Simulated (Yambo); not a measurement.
# How GW settings move the gap: WO3

G0W0@PBEsol for WO3 (ReO3 type, space group Pm-3m, No. 221) in Yambo. Reference settings: 4×4×4 Γ-centred k mesh, bands 2 to 129 and a 10 Ry block in the screening, 129 bands in G with the Bruneval-Gonze terminator, plasmon pole fitted at 27.2 eV. The PBEsol gap R → Γ on this mesh is 0.60 eV; G0W0 gaps are taken between the same points.

```
change from the reference     G0W0 gap R → Γ (eV)  shift of the valence edge (eV)  rough Yambo cost
----------------------------  -------------------  ------------------------------  ----------------
reference settings                           1.46                           -0.19                 1
47 bands in G                                1.49                           -0.21                 –
wavefunctions cut at 25 Ry                   1.42                           -0.11         about 1/2
no point-group symmetry                      1.47                           -0.19          about 3×
47 bands in G, no terminator                 1.45                            0.56                 –
no terminator                                1.42                            0.04                 –
```

The reference isn't shown to be the converged limit. Costs are rough (shared machines), scaled to the same edge states, and given only for runs that recompute the screening.

Without spin-orbit coupling, band edges of such heavy elements can be off by tenths of an eV. The cell is held in this high symmetry; tilts and polar distortions were not searched.

Geometry relaxed with PBEsol; primitive cell a = b = c = 3.7950 Å, α = β = γ = 90.00°.

The structure is a Materials Project entry; no match was found in the copy of COD used, and its stability was not checked.

A shift is the quasiparticle energy of the state minus its PBEsol energy.
